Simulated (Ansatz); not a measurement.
One crystal and one scan (frozen-phonon scan) at two levels, r2SCAN (plane waves to 500 eV, PAW, scalar-relativistic; Ansatz, a first-principles code) and PBE (plane waves to 420 eV, PAW, scalar-relativistic; Ansatz), each from its own relaxed cell and on its own mesh. The cell shown is that of r2SCAN.

Starting cell, GaP (zinc blende):

```xyz
4
Lattice="0.0000 5.4517 5.4517 2.7259 2.7259 5.4517 2.7259 2.7259 0.0000" Properties=species:S:1:pos:R:3 pbc="T T T"
P      4.0888     9.5405     9.5405
P      4.0888     6.8147     6.8147
Ga     0.0000     0.0000     0.0000
Ga     2.7259     5.4517     2.7259
```

The atoms are displaced by Q × the pattern below (from a DFPT mode at X = (0.5, 0.5, 0.0), largest move 1; Q in Å), at fixed cell. (q is in reciprocal vectors of the primitive cell; the cell shown is doubled to hold the pattern.)

```json
[
 {"atom": "Ga3", "x": "0.000", "y": "0.000", "z": "-1.000"},
 {"atom": "Ga4", "x": "0.000", "y": "0.000", "z": "1.000"}
]
```

Atoms not listed stay in place.

GaP was relaxed with its symmetry unable to fall. The PAW data are Ansatz's earlier set. Percentages come from the unrounded values.

Results of r2SCAN:

| Item | Result |
|---|---|
| Lattice constant a (Å) | 5.452 |
| Harmonic wavenumber from the curvature (finite differences) (cm⁻¹ (negative: imaginary)) | 252 |
| Shape of the curve | a single well with its minimum at or next to zero displacement |

What does PBE give for the same quantities?


```tsv
quantity	PBE	r2SCAN − PBE
Lattice constant a (Å)	5.506	-0.054 (-1.0 %)
Harmonic wavenumber from the curvature (finite differences) (cm⁻¹ (negative: imaginary))	241	+11 (+4 %)
```

r2SCAN gives the higher value for: harmonic wavenumber from the curvature. r2SCAN gives the lower value for: lattice constant a. Both give the same shape of the curve: a single well with its minimum at or next to zero displacement. Neither level is exact: the differences show how much the result hangs on the functional.

(For displaced atoms, the force is minus the slope of the energy, and its curvature is a force constant, which sets phonon frequencies.)
